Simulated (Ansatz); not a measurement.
A series in space group P6_3/mmc

All 5 crystals share space group P6_3/mmc (No. 194) and the same kinds of sites, 2 atoms in the primitive cell. They are database entries and needn't be the stable phases. The set is a selection: crystals with an unstable lattice, a very soft shear in a metal or doubtful stress slopes were left out. Cells are relaxed by PAW under the functional.

Quantity: elastic moduli (Hill averages, relaxed ions; θ_D from sound speeds over directions). Level: LDA, all-electron LAPW in Ansatz 0.2.0, scalar-relativistic.

| crystal | cell (conventional) | k mesh | smearing (eV) |
| --- | --- | --- | --- |
| Ca | a = 3.769, c = 6.232 Å | 14×14×8 | 0.05 |
| La | a = 3.576, c = 5.916 Å | 14×14×8 | 0.10 |
| Li | a = 2.992, c = 4.897 Å | 16×16×8 | 0.05 |
| Mg | a = 3.140, c = 5.067 Å | 16×16×8 | 0.10 |
| Pb | a = 3.419, c = 5.711 Å | 16×16×10 | 0.08 |

Question: Rank them by B, lowest first.
A. La
B. Ca
C. Li
D. Pb
E. Mg

Answer: C (15.0 GPa), B (19.4 GPa), A (27.7 GPa), E (39.7 GPa), D (52.0 GPa).

All values:

```
crystal  B (GPa)  G (GPa)  C11 (GPa)  C33 (GPa)  C44 (GPa)      ν  θ_D (K)
     Ca     19.4     10.4       33.8       46.5        8.8  0.272      238
     La     27.7     13.2       50.5       56.8        7.7  0.295      140
     Li     15.0      6.0       25.4       35.7        3.8  0.323      380
     Mg     39.7     16.6       60.5       68.1       18.3  0.316      356
     Pb     52.0     15.1       75.6       91.4       11.7  0.368      121
```

Keep in mind: responses of metals move with mesh and smearing; elastic stability says nothing of phonons or of other phases; no spin-orbit coupling on heavy atoms (Pb).
